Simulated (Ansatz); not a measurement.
CdTe in space group P6_222 (No. 180; Cd on 3c, Te on 3d), PBEsol (plane waves, PAW; program Ansatz), all energies at zero smearing, with the estimated change up to a 700 eV cutoff added, with one set of potentials and settings (totals compare only within such a set). Cell of 6 atoms (3 Cd, 3 Te): -45258.546 eV.

```
element                reference phase  E (eV/atom)
-------  -----------------------------  -----------
Cd       P6_3/mmc, 2 atoms in the cell   -8184.0667
Te         P3_121, 3 atoms in the cell   -6901.5142
```

Formation energy per atom, worked out: (-45258.546 − 3×(-8184.0667) − 3×(-6901.5142))/6 = -0.301 eV/atom (-29 kJ per mol of atoms), at 0 K, without zero-point energy or fitted corrections.

The start of the workflow was typed in or built on a structure type; neither database checked (COD, Materials Project) lists it. It is not the phase usual at ambient conditions (space group No. 216). The cell was relaxed with PBEsol under the symmetry of its start; of distortions, only those at the zone centre were tested. The references are the lowest solids computed at this level, not always the standard phases. Spin–orbit coupling is left out wherever it is not named.

Potentials: the later of the program's two PAW sets.
